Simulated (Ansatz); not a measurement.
**BaSn: levels along high-symmetry lines**

```
Ba Sn
1.0
     2.68307   -6.36291    0.00000
     2.68307    6.36291    0.00000
     0.00000    0.00000    4.71514
Ba Sn
2 2
Direct
  0.13558 0.86442 0.75000
  0.86442 0.13558 0.25000
  0.42794 0.57206 0.75000
  0.57206 0.42794 0.25000
```

Atom numbers follow the list: Ba1, Ba2, Sn3, Sn4.

Structure from Materials Project entry mp-872 (possibly hypothetical), not relaxed further.

No spin–orbit coupling, which matters for the heavy atoms here.

Computed with Ansatz 0.2.0, DFT, LDA, all-electron LAPW, scalar-relativistic.

Numerical set-up: a Γ-centred 8×8×9 k mesh, Fermi–Dirac smearing of 0.03 eV, basis error target 1 meV/atom, no spin polarisation.

Points in fractions of the reciprocal vectors of this cell: Γ (0, 0, 0), Y (-0.5, 0.5, 0), C0 (-0.294, 0.706, 0), Σ0 (0.294, 0.294, 0), Z (0, 0, 0.5), A0 (0.294, 0.294, 0.5), E0 (-0.294, 0.706, 0.5), T (-0.5, 0.5, 0.5). The path joins them by straight lines in the order Γ–Y–C0–Σ0–Γ–Z–A0–E0–T; legs that retrace an earlier one aren't tabulated. Energies are in eV from the Fermi level.

Problem. List the levels at Z between -14 and 3 eV.

Solution. -13.69 (×2), -13.57 (×2), -13.54 (×2), -6.97 (×2), -2.03 (×2), -1.25 (×2), 0.08 (×2), 2.30 (×2).

Problem. List the levels at T between -14 and 3 eV.

Solution. -13.85 (×2), -13.54 (×2), -13.42 (×2), -6.84 (×2), -2.58 (×2), -0.94 (×2), 0.75 (×2), 1.92 (×2), 1.95 (×2).

Problem. List the levels at C0 between -14 and 3 eV.

Solution. -13.85, -13.65, -13.64, -13.50, -13.43, -13.42, -8.17, -5.10, -2.56, -1.62, -1.12, -1.00, 0.53, 1.16, 1.23, 2.01, 2.24, 2.31.

Problem. What is the band gap?

Solution. None at this level of theory (metallic, semimetallic, or a small gap that the functional closes).
